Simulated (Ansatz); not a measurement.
In the program Ansatz at the PBE level (PAW), ZrMo in the orthorhombic phase (Cmcm; Zr on 4c, Mo on 4c) relaxes to a = 3.232 Å, b = 12.008 Å, c = 4.070 Å. Its formation energy from the elements is 0.22 eV/atom, with no fitted shifts.

Electronic character: metallic (no gap).

The start of the workflow was typed in or built on a structure type; neither database checked (COD, Materials Project) lists it. Its standing as an ambient phase is unchecked. The PBE relaxation kept the symmetry of its start; its stability against distortions is not shown here. The run is not spin-polarised. Its formation energy is positive at this level, so the cell may be metastable or incomplete. Axis ratios of metals converge slowly with the k-mesh, so a and c are less sure than the volume. The references are the lowest solids computed at this level, not always the standard phases. Scalar-relativistic: spin–orbit coupling is off unless named, which matters more the heavier the elements.

Potentials: the later of the program's two PAW sets.
